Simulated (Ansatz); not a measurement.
The relaxed structure here is a generated cell of VSb: the first start was made by a random draw of sites in a space group, and the end was not matched to a known phase here, so it may be hypothetical.

One starting cell of VSb (a randomly generated symmetric cell of VSb (space group No. 227)) was relaxed twice with Ansatz (plane waves, PAW, scalar-relativistic): with PBEsol at 420 eV and with PBE at 420 eV. The PBEsol result:

```cif
data_Sb8V8
_chemical_formula_sum 'Sb8 V8'
_space_group_name_H-M_alt 'Fd-3m :1'
_space_group_IT_number 227
_space_group_name_Hall 'F 4d 2 3 -1d'
_cell_length_a 6.60067
_cell_length_b 6.60067
_cell_length_c 6.60067
_cell_angle_alpha 90.000
_cell_angle_beta 90.000
_cell_angle_gamma 90.000
loop_
_atom_site_label
_atom_site_type_symbol
_atom_site_symmetry_multiplicity
_atom_site_Wyckoff_symbol
_atom_site_fract_x
_atom_site_fract_y
_atom_site_fract_z
_atom_site_occupancy
Sb1 Sb 8 a 0.00000 0.00000 0.00000 1
V1 V 8 b 0.50000 0.50000 0.50000 1
```
(The calculation used a cell of 4 atoms; values per cell refer to that cell.)

```tsv
quantity	PBEsol	PBE
space group	Fd-3m	Fd-3m
volume (Å³/atom)	17.97	(withheld)
a (Å)	6.601	(withheld)
gap (eV, no spin-orbit coupling)	0.00	(withheld)
```

### Question
What does PBE give for the same quantities?

### Answer

- volume (Å³/atom), PBE: 18.72
- a (Å), PBE: 6.691
- gap (eV, no spin-orbit coupling), PBE: 0.00

Both levels end in the same structure; PBE's volume is 4.1 % larger. Neither column is exact.

No spin polarisation in the result.

The run could not lose the symmetry of its start: the end is stationary, and may be a saddle point rather than a minimum.

All atoms sit on sites fixed by symmetry, so only the cell could relax.

Ansatz is a quantum-chemistry and plane-wave program.
